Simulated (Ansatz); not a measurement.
CoPdO$_{2}$ in space group R-3m (No. 166; Pd on 3a, Co on 3b, O on 6c) at seven volumes, DFT-PBE in the program Ansatz with PAW potentials, shape and atoms relaxed at each. One row is withheld.

| V (Å³/atom) | P (GPa) |
|---|---|
| 9.592 | ? |
| 9.909 | 14.04 |
| 10.225 | 6.43 |
| 10.541 | -0.01 |
| 10.857 | -5.43 |
| 11.174 | -10.01 |
| 11.490 | -13.84 |

**Question.** Fit the shown pressures and predict the withheld one.

**Answer.** P = (3/2)B₀(x^(7/2) − x^(5/2))[1 + (3/4)(B′ − 4)(x − 1)] with x = (V₀/V)^(2/3). Least squares on the six rows gives V₀ = 10.541 Å³/atom, B₀ = 197 GPa, B′ = 4.70. At V = 9.592, x = 1.0649 and P = 23.21 GPa. The run itself gave 23.06 GPa.

Symmetry was held in the PBE relaxation. The workflow began spin-polarised and lost its moments. No Hubbard U is applied.

Potentials: the later of the program's two PAW sets.
